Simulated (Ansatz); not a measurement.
GaSb (zinc blende)

```xyz
4
Lattice="0.0000 6.1324 6.1324 3.0662 0.0000 3.0662 3.0662 3.0662 0.0000" Properties=species:S:1:pos:R:3 pbc="T T T"
Sb     4.5993     4.5993     4.5993
Sb     4.5993     7.6656     7.6656
Ga     0.0000     0.0000     0.0000
Ga     3.0662     6.1324     3.0662
```

Scan: atom 1 (Sb, nearest neighbour Ga at 2.655 Å; its periodic images, 4.3 Å or more away, move with it) is displaced along Cartesian z, direction (0.000, 0.000, 1.000) in Cartesian axes, by s. The other atoms stay.

The numbers are results of r2SCAN (plane waves to 500 eV, PAW, scalar-relativistic; Ansatz, an electronic-structure program), not measurements. k mesh 11×11×11 (Γ-centred), Fermi-Dirac smearing 0.05 eV. Energies are smeared free energies. As the smearing reaches across the gap at some points, energies and forces of such displacements shift with the k mesh and the smearing. GaSb was relaxed with its symmetry unable to fall. Spin-orbit coupling is left out, though Sb is heavy. The zero of ΔE is the undisplaced structure. The last digit holds for this mesh only.

| s (Å) | ΔE (meV/cell) |
|---|---|
| -0.800 | 2294.2 |
| -0.640 | 1580.4 |
| -0.480 | 940.7 |
| -0.320 | 435.6 |
| -0.160 | 111.5 |
| 0.000 | 0.0 |
| 0.160 | 111.2 |
| 0.320 | 434.8 |
| 0.480 | 942.3 |
| 0.640 | 1587.4 |
| 0.800 | withheld |

Fit a polynomial form (powers 2, 3, 4) to the given rows and predict ΔE at s = 0.800.

Least squares on the 10 given rows: ΔE = (4363)·s² + (10.02)·s³ + (-1205)·s⁴, in meV/cell with s in Å; root-mean-square residual 0.90 meV/cell. At 0.800 the fit gives 2303.9 meV/cell; the calculation gives 2307.9 meV/cell, so the extrapolation is off by -4.0 (-0.2 %). The quadratic term alone would give 2792.3 meV/cell.

(A displaced cell: forces are minus the slopes of the energy, force constants its curvatures, and phonons follow from these.)
